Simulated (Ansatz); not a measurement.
# Surface calculation: hcp Gd (0001), 3 layers

The slab is cut from the hcp crystal, which needn't be the stable phase, as relaxed on PAW files (33.63 Å³/atom), with 16 Å of vacuum and a dipole correction:

```
Gd
1.0
     3.64738    0.00000    0.00000
    -1.82369    3.15872    0.00000
     0.00000    0.00000   21.83750
Gd
3
Direct
  0.00000 0.00000 0.36634
  0.33333 0.66667 0.50000
  0.00000 0.00000 0.63366
```

Computed with Ansatz 0.2.0; functional PBE, scalar-relativistic. Settings: a Γ-centred 12×12×1 k mesh, Fermi–Dirac smearing of 0.05 eV, spin-polarised from start moments Gd1 7, Gd2 7, Gd3 7 μB. Methods: LAPW: all electrons, basis error target 1 meV/atom; PAW: frozen-core files, cutoff 420 eV.

The bulk energy comes from a cell in the slab's orientation on a 12×12×6 mesh. The surface energy is (E(slab) − N·E(bulk))/2A at zero smearing, the mean of both faces; thin slabs carry quantum-size effects.

The open f shell is treated without a Hubbard term, so these are results of the method, and the state needn't be the lowest. Spin–orbit coupling is left out, which matters for the heavy atoms. The cell is 1×1, so reconstructions are forbidden, and in slabs of four or five layers the relaxations can be far larger than at a real surface.

Question: As cut, the LAPW slab lies 1.282 eV above 3 atoms of bulk. What surface energy is that?

Answer: Over two faces of 11.52 Å² it is 55.7 meV/Å², and times 16.02 J/m² per eV/Å² that gives γ = 0.892 J/m².

```json
{"method": "LAPW", "γ as cut (J/m²)": "0.892", "γ relaxed (J/m²)": "0.881", "Φ as cut (eV)": "3.43", "Φ relaxed (eV)": "3.42"}
```

Question: How do the spacings between the planes relax?

Answer: From the bottom face up: d12 -3.1 % of 2.919 Å, d23 -3.1 % of 2.919 Å.

Question: How do the moments vary through the slab?

Answer: Gd1 7.49, Gd2 7.46, Gd3 7.49 μB in the LAPW spheres; the bulk has Gd 7.50 μB.

Question: What changes if the images along the normal are cut off in place of the dipole correction?

Answer: LAPW then gives: no gap, work function 3.42 eV; PAW: no gap, work function 3.42 eV.

Question: What changes if relativity is switched off, at the same positions?

Answer: LAPW then gives: no gap, work function 3.08 eV.
